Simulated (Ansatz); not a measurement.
NbAs (CsCl type, Pm-3m), a = b = c = 3.1803 Å, α = β = γ = 90.00°.

Relaxed with PBEsol.

### Question
Decompose the optical modes at the zone centre into irreducible representations, and say which are infrared and Raman allowed.

### Answer
Point group m-3m: Γ_opt = T1u. Infrared: T1u. Raman: none.

### Question
Assign frequencies (DFPT, PBEsol in the plane-wave PAW code Ansatz).

### Answer
T1u 177 cm⁻¹.

A made-up cell: these elements were put on the sites of a structure type; neither database checked (COD, Materials Project) lists it. COD files the formula under space group No. 109, so this cell is another polymorph or a model. Its standing as an ambient phase is unchecked. Symmetry was held in the PBEsol relaxation; of distortions, only those at the zone centre were tested. The run is not spin-polarised. As this level gives no gap, phonon frequencies hold no LO–TO term and depend on the k-mesh and smearing (Fermi–Dirac, 0.1 eV here).

Potentials: the later of the program's two PAW sets.
